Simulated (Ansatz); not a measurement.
## Sn (I4_1/amd): electronic heat capacity and spin susceptibility from the density of states

These are results of DFT PBEsol, scalar-relativistic, plane waves, PAW (Ansatz 0.2.0), not measurements.

Cutoff 420 eV; k points 14×14×14 on the computed 2-atom cell (Γ-centred); Gaussian smearing, width 0.10 eV; no spin polarisation.

Relaxed cell: I4_1/amd, a = 5.820 Å, b = 5.820 Å, c = 3.174 Å, α = 90.00°, β = 90.00°, γ = 90.00°, 2 atoms in the primitive cell.

The density of states at the Fermi level is 0.926 states/eV in the cell of 2 atoms (2 formula units; both spins, tetrahedra on a 21×21×21 mesh).

**Question.** What Sommerfeld coefficient and Pauli susceptibility does this give?

**Answer.** Per formula unit N(E_F) = 0.463 states/eV. γ = (π²/3) k_B² N(E_F) N_A = 2.357 mJ/(mol K²) per state/eV, so γ = 1.1 mJ/(mol K²), a mole of formula units. χ_P = μ_B² N(E_F) N_A = 3.23×10⁻⁵ emu/mol per state/eV gives 1.5×10⁻⁵ emu/mol. This is the bare band result: a measured γ of the same phase is as a rule larger by a factor 1 + λ from phonons and spin fluctuations, the spin part of χ is larger by the Stoner factor, and a measured χ also holds orbital and core terms. N(E_F) at one energy is sensitive to the mesh where the density of states has sharp peaks.

Cost: 1 run of about 0.76 core-minutes, on Arm Neoverse V2 (shared hosts).